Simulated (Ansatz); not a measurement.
Is this LiCu structure stable?

The cell was found from a structure generator's guess, not taken from experiment.

Method: DFT PBE, scalar-relativistic, plane waves, PAW (Ansatz 0.2.0). The final run on the 2-atom cell used 420 eV, a Γ-centred 20×20×16 mesh, 0.10 eV smearing and no spin polarisation.

```cif
data_structure
_symmetry_space_group_name_H-M 'P 1'
_symmetry_Int_Tables_number 1
_cell_length_a 2.5788
_cell_length_b 2.5788
_cell_length_c 3.8790
_cell_angle_alpha 90.000
_cell_angle_beta 90.000
_cell_angle_gamma 90.000
_cell_volume 25.80
loop_
_atom_site_label
_atom_site_type_symbol
_atom_site_fract_x
_atom_site_fract_y
_atom_site_fract_z
_atom_site_occupancy
Li1 Li 0.50000 0.50000 0.50000 1
Cu1 Cu 0.00000 0.00000 0.00000 1
```

Formation energies are uncorrected and refer to the elements' standard structures at the same level.

Q: These tests were run: energy against the elements; phonons at Γ; elastic tensor. What do they show?

A:

```csv
test,result
energy against the elements,−0.02 eV/atom
phonons at Γ,lowest optical mode 257 cm⁻¹
elastic tensor,least eigenvalue 7 GPa
```

It fails none of these tests outright. Other phases of the system weren't compared here, so this isn't yet thermodynamic stability. Phonons away from Γ weren't computed. Undecided within the accuracy: energy against the elements and elastic tensor.

The k mesh leaves some 4 meV/atom of noise in the energy of each metallic cell. The run for the phonons used a 20×20×16 k mesh and Fermi–Dirac smearing of 0.15 eV. The run for the elastic tensor used a 20×20×16 k mesh and Fermi–Dirac smearing of 0.15 eV.
